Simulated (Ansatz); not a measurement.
What DFT gives for TePbF6

```
CELL_PARAMETERS angstrom
0.00000 4.34023 4.34023
4.34023 0.00000 4.34023
4.34023 4.34023 0.00000
ATOMIC_POSITIONS crystal
F 0.75000 0.25000 0.25000
F 0.25000 0.75000 0.25000
F 0.25000 0.75000 0.75000
F 0.75000 0.25000 0.75000
F 0.25000 0.25000 0.75000
F 0.75000 0.75000 0.25000
Te 0.50000 0.50000 0.50000
Pb 0.00000 0.00000 0.00000
```

Level: r2SCAN, no spin polarisation; 500 eV; 5×5×5 Γ-centred mesh; gaussian occupations (width 0.0937 eV); Ansatz 0.2.0, fixed geometry.

Q: Is it stable against the elements?

A: -2.02 eV an atom against the elements' usual phases (free molecules for gases, crystals otherwise, with no correction for O₂ or N₂), so it is bound against them; other compounds may still compete. Relaxing would lower it.

Q: Metal or insulator? Give the gap.

A: The gap is 0.73 eV, direct at the points sampled. A semilocal functional usually gives too small a gap.

Q: Which atom feels the largest force, and which way?

A: The largest is on F5 (and as large on other atoms): 2.80 eV/Å, components (0.00, 0.00, 2.80). It makes 0° with the line to a nearest neighbour, Te7 at 2.17 Å, pointing towards it.

Q: Which element gives electrons and which takes them?

A: Bader charges in e: Te +2.53, Pb +1.83, F -0.73. In the mean Te gives up most and F takes most.

Origin: a known structure type with other elements, at an estimated volume, so it need not be a known compound. Caveats: the exchange-correlation potential is rough where the density is thin; no spin-orbit coupling, which can shift this gap by tenths of an eV; atoms or cell far from equilibrium.
